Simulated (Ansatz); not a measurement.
# Find the missing element

Cell vectors (Å):

```
0.0000 3.4115 3.4115
3.4115 0.0000 3.4115
3.4115 3.4115 0.0000
```

```csv
atom,a,b,c
K,0.0000,0.0000,0.0000
X,0.5000,0.5000,0.5000
```

The calculation used LDA, all-electron LAPW in Ansatz 0.2.0, scalar-relativistic. k mesh 6×6×6, strains of ±0.005, fixed occupations.

Elastic constants of a crystal by Kohn-Sham DFT: slopes of the stress over finite engineering strains of the given cell, Voigt indices, Cartesian axes as in the cell vectors.

```tsv
index	elastic (GPa)
11	40
12	3.8
44	3.6
```

Q: All X atoms are one element. Which one was computed?

A: I; the crystal is KI (Fm-3m).
